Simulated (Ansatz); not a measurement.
Relaxed-ion elastic tensor of PbO in space group P4/nmm (No. 129; Pb on 2c, O on 2a) in GPa (Voigt order), DFT-r²SCAN+D4 in the program Ansatz with PAW potentials; density 9.12 g/cm³, 20.32 Å³ per atom.

```
72.0  70.9  15.5   0.0   0.0   0.0
70.9  72.0  15.5   0.0   0.0   0.0
15.5  15.5  19.7   0.0   0.0   0.0
 0.0   0.0   0.0  17.8   0.0   0.0
 0.0   0.0   0.0   0.0  17.8   0.0
 0.0   0.0   0.0   0.0   0.0  62.8
```

Task: Is the crystal mechanically stable?

Result: On the edge, within the error: the smallest eigenvalue of C is 1.1 GPa.

Task: Work out the Voigt and Reuss bounds. Is their mean of use?

Result: K_V = 40.8, K_R = 19.4; G_V = 23.8, G_R = 2.3 GPa. The bounds lie so far apart that a Hill average or a Debye temperature from it would say little.

The r²SCAN+D4 relaxation kept the symmetry of its start; of distortions, only those at the zone centre were tested. Scalar-relativistic: spin–orbit coupling is off unless named, which matters more the heavier the elements.

Potentials: the later of the program's two PAW sets.
